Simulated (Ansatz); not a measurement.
In AlNi (CsCl type) the Ni atom of the primitive cell, with all its periodic images, is moved by 0.02 Å along x.

```
Ni Al
1.0
     2.89000    0.00000    0.00000
     0.00000    2.89000    0.00000
     0.00000    0.00000    2.89000
Ni Al
1 1
Direct
  0.00692 0.00000 0.00000
  0.50000 0.50000 0.50000
```

Level of theory: Ansatz, PBE, plane waves, PAW datasets (generated hard set).

Cutoff 700 eV; k-mesh 8×8×8 Γ-centred; Fermi–Dirac smearing of 0.1 eV; no spin polarisation.

Q: What force results, and what does it mean for the zone-centre vibration?

A: The force on it along the displacement is -0.1156 eV/Å, a force constant of 5.78 eV/Å². With the reduced mass of 18.48 u the zone-centre optical mode lies at 292 cm⁻¹ (8.74 THz) in this finite-step estimate.

| atom | Fx (eV/Å) | Fy (eV/Å) | Fz (eV/Å) |
| --- | --- | --- | --- |
| Ni1 | -0.1156 | 0.0000 | 0.0000 |
| Al2 | 0.1156 | 0.0000 | 0.0000 |

The k-mesh is modest, so these values aren't fully converged in k.
